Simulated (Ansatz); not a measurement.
MgO:
Space group P3m1 (No. 156); a = b = 3.266 Å, c = 15.508 Å, α = β = 90.00°, γ = 120.00°

```csv
atom,site,symmetry,x,y,z
Mg,1a,3m.,0.0000,0.0000,0.3519
Mg,1a,3m.,0.0000,0.0000,0.0207
Mg,1b,3m.,0.3333,0.6667,0.1863
Mg,1b,3m.,0.3333,0.6667,0.5181
Mg,1b,3m.,0.3333,0.6667,0.8525
Mg,1c,3m.,0.6667,0.3333,0.6863
O,1a,3m.,0.0000,0.0000,0.1483
O,1a,3m.,0.0000,0.0000,0.4795
O,1b,3m.,0.3333,0.6667,0.9815
O,1b,3m.,0.3333,0.6667,0.3139
O,1b,3m.,0.3333,0.6667,0.6470
O,1c,3m.,0.6667,0.3333,0.8140
```

Relaxed with PBEsol.

**Question.** Which orbitals make up the states near the band edges in PBEsol (plane waves, PAW; program Ansatz)?

**Answer.** Top 1 eV of the valence band: O 2p 98 %. Bottom 1 eV of the conduction band: Mg 3s 62 %, O 2s 26 %, O 2p 10 %. Projections are on Löwdin-orthogonalised atomic valence shells; empty p or d shells of many metals are not among them.

**Question.** Tabulate the density of states.

**Answer.** States/eV per cell of 12 atoms, in 0.25 eV bins, energy from the valence-band maximum.

```csv
E (eV),total,O 2p,Mg 3s,O 2s
-7.85,0.00,0.00,0.00,0.00
-7.60,0.00,0.00,0.00,0.00
-7.35,0.00,0.00,0.00,0.00
-7.10,0.00,0.00,0.00,0.00
-6.85,0.00,0.00,0.00,0.00
-6.60,0.00,0.00,0.00,0.00
-6.35,0.00,0.00,0.00,0.00
-6.10,0.00,0.00,0.00,0.00
-5.85,0.00,0.00,0.00,0.00
-5.60,0.00,0.00,0.00,0.00
-5.35,0.00,0.00,0.00,0.00
-5.10,0.00,0.00,0.00,0.00
-4.85,0.00,0.00,0.00,0.00
-4.60,0.00,0.00,0.00,0.00
-4.35,0.00,0.00,0.00,0.00
-4.10,0.00,0.00,0.00,0.00
-3.85,0.00,0.00,0.00,0.00
-3.60,0.00,0.00,0.00,0.00
-3.35,0.00,0.00,0.00,0.00
-3.10,1.45,1.21,0.20,0.01
-2.85,6.94,5.76,0.95,0.05
-2.60,14.75,12.27,1.94,0.17
-2.35,12.05,10.02,1.57,0.20
-2.10,7.42,6.27,0.83,0.14
-1.85,3.64,3.07,0.39,0.09
-1.60,7.54,6.79,0.46,0.07
-1.35,8.88,8.27,0.29,0.05
-1.10,12.40,11.79,0.23,0.04
-0.85,16.79,16.20,0.15,0.03
-0.60,21.61,21.07,0.08,0.02
-0.35,25.36,24.90,0.03,0.01
-0.10,5.18,5.10,0.00,0.00
0.15,0.00,0.00,0.00,0.00
0.40,0.00,0.00,0.00,0.00
0.65,0.00,0.00,0.00,0.00
0.90,0.00,0.00,0.00,0.00
1.15,0.00,0.00,0.00,0.00
1.40,0.00,0.00,0.00,0.00
1.65,0.00,0.00,0.00,0.00
1.90,0.00,0.00,0.00,0.00
2.15,0.00,0.00,0.00,0.00
2.40,0.00,0.00,0.00,0.00
2.65,0.00,0.00,0.00,0.00
2.90,0.00,0.00,0.00,0.00
3.15,0.00,0.00,0.00,0.00
3.40,0.00,0.00,0.00,0.00
3.65,0.09,0.00,0.06,0.03
3.90,0.16,0.01,0.10,0.05
4.15,0.21,0.02,0.13,0.05
4.40,0.31,0.04,0.19,0.08
4.65,0.41,0.06,0.24,0.09
4.90,0.50,0.09,0.30,0.11
5.15,0.62,0.11,0.36,0.12
5.40,0.75,0.14,0.45,0.14
5.65,0.97,0.19,0.58,0.16
5.90,1.11,0.21,0.65,0.17
6.15,1.28,0.25,0.75,0.17
6.40,1.73,0.32,1.00,0.20
6.65,3.20,0.43,1.43,0.23
6.90,4.44,0.50,1.65,0.22
7.15,4.00,0.45,1.48,0.17
7.40,5.04,0.49,1.62,0.16
7.65,5.13,0.43,1.37,0.12
7.90,5.76,0.48,1.51,0.11
8.15,4.37,0.29,0.77,0.05
```

The first step of the workflow began from a Materials Project structure, measured or hypothetical; the Crystallography Open Database copy checked does not list it. It is not the phase usual at ambient conditions (space group No. 225). The PBEsol relaxation kept the symmetry of its start; whether a distortion lowers the energy is not shown.

Potentials: the earlier of the program's two PAW sets. The files were generated under PBE; for other functionals the program regenerates the frozen cores, and for LDA and PBEsol the local potential too.
